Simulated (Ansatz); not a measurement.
TePb2Se:
```yaml
crystal:
  lattice:
    - [2.24713, 1.29738, 7.33220]
    - [-2.24713, 1.29738, 7.33220]
    - [0.00000, -2.59477, 7.33220]
  atoms:
    - { symbol: Te, position: [0.50000, 0.50000, 0.50000] }
    - { symbol: Pb, position: [0.74461, 0.74461, 0.74461] }
    - { symbol: Pb, position: [0.25539, 0.25539, 0.25539] }
    - { symbol: Se, position: [0.00000, 0.00000, 0.00000] }
```

Relaxed with r²SCAN.

Task: Which orbitals make up the states near the band edges in DFT-r²SCAN in the program Ansatz with PAW potentials?

Result: Top 1 eV of the valence band: Te 5p 42 %, Se 4p 33 %, Pb 6s 13 %, Pb 6p 9 %. Bottom 1 eV of the conduction band: Pb 6p 76 %, Se 4s 6 %. Projections are on Löwdin-orthogonalised atomic valence shells; empty p or d shells of many metals are not among them.

Task: Tabulate the density of states.

Result: States/eV per cell of 4 atoms, in 0.25 eV bins, energy from the valence-band maximum.

| E (eV) | total | Pb 6p | Se 4p | Te 5p |
|---|---|---|---|---|
| -7.85 | 2.32 | 0.03 | 0.13 | 0.16 |
| -7.60 | 1.85 | 0.02 | 0.10 | 0.09 |
| -7.35 | 0.93 | 0.01 | 0.07 | 0.05 |
| -7.10 | 0.73 | 0.01 | 0.06 | 0.03 |
| -6.85 | 0.43 | 0.01 | 0.03 | 0.01 |
| -6.60 | 0.27 | 0.00 | 0.01 | 0.01 |
| -6.35 | 0.15 | 0.00 | 0.00 | 0.00 |
| -6.10 | 0.03 | 0.00 | 0.00 | 0.00 |
| -5.85 | 0.00 | 0.00 | 0.00 | 0.00 |
| -5.60 | 0.00 | 0.00 | 0.00 | 0.00 |
| -5.35 | 0.00 | 0.00 | 0.00 | 0.00 |
| -5.10 | 0.00 | 0.00 | 0.00 | 0.00 |
| -4.85 | 0.00 | 0.00 | 0.00 | 0.00 |
| -4.60 | 0.13 | 0.06 | 0.04 | 0.04 |
| -4.35 | 0.72 | 0.31 | 0.20 | 0.19 |
| -4.10 | 1.19 | 0.49 | 0.35 | 0.32 |
| -3.85 | 1.54 | 0.60 | 0.48 | 0.41 |
| -3.60 | 1.91 | 0.71 | 0.65 | 0.48 |
| -3.35 | 2.26 | 0.79 | 0.83 | 0.56 |
| -3.10 | 3.08 | 1.00 | 1.23 | 0.75 |
| -2.85 | 3.69 | 1.10 | 1.57 | 0.90 |
| -2.60 | 3.80 | 1.04 | 1.70 | 0.91 |
| -2.35 | 3.84 | 0.97 | 1.64 | 1.05 |
| -2.10 | 3.21 | 0.71 | 1.40 | 0.94 |
| -1.85 | 3.44 | 0.70 | 1.24 | 1.30 |
| -1.60 | 3.70 | 0.68 | 1.09 | 1.69 |
| -1.35 | 3.71 | 0.56 | 1.02 | 1.87 |
| -1.10 | 3.27 | 0.42 | 0.85 | 1.70 |
| -0.85 | 3.39 | 0.37 | 1.09 | 1.46 |
| -0.60 | 3.96 | 0.31 | 1.41 | 1.60 |
| -0.35 | 1.09 | 0.08 | 0.38 | 0.40 |
| -0.10 | 0.05 | 0.00 | 0.02 | 0.02 |
| 0.15 | 0.00 | 0.00 | 0.00 | 0.00 |
| 0.40 | 0.00 | 0.00 | 0.00 | 0.00 |
| 0.65 | 0.00 | 0.00 | 0.00 | 0.00 |
| 0.90 | 0.01 | 0.01 | 0.00 | 0.00 |
| 1.15 | 0.18 | 0.13 | 0.01 | 0.01 |
| 1.40 | 0.88 | 0.64 | 0.03 | 0.04 |
| 1.65 | 2.73 | 2.09 | 0.10 | 0.13 |
| 1.90 | 2.74 | 2.16 | 0.11 | 0.14 |
| 2.15 | 2.56 | 2.09 | 0.11 | 0.12 |
| 2.40 | 3.09 | 2.46 | 0.18 | 0.16 |
| 2.65 | 3.10 | 2.35 | 0.26 | 0.20 |
| 2.90 | 2.73 | 1.98 | 0.31 | 0.18 |
| 3.15 | 2.65 | 1.86 | 0.38 | 0.16 |
| 3.40 | 1.97 | 1.33 | 0.34 | 0.12 |
| 3.65 | 2.47 | 1.62 | 0.44 | 0.19 |
| 3.90 | 2.39 | 1.51 | 0.27 | 0.30 |
| 4.15 | 3.78 | 1.91 | 0.28 | 0.49 |
| 4.40 | 3.52 | 2.04 | 0.29 | 0.52 |
| 4.65 | 4.36 | 2.25 | 0.38 | 0.67 |
| 4.90 | 2.73 | 1.44 | 0.28 | 0.48 |
| 5.15 | 2.38 | 1.24 | 0.24 | 0.45 |
| 5.40 | 2.42 | 1.13 | 0.24 | 0.38 |
| 5.65 | 2.99 | 1.23 | 0.30 | 0.39 |

Space group R-3m. The workflow started from a Materials Project entry (that database holds measured and hypothetical structures alike); the Crystallography Open Database copy checked does not list it. With Te and Se taken as one species the cell has the higher symmetry Fm-3m, so it may be an ordered model of a mixed-site phase. Whether it is the stable phase at ambient conditions was not checked. The r²SCAN relaxation kept the symmetry of its start; whether a distortion lowers the energy is not shown. Spin–orbit coupling is left out wherever it is not named.

Potentials: the later of the program's two PAW sets.
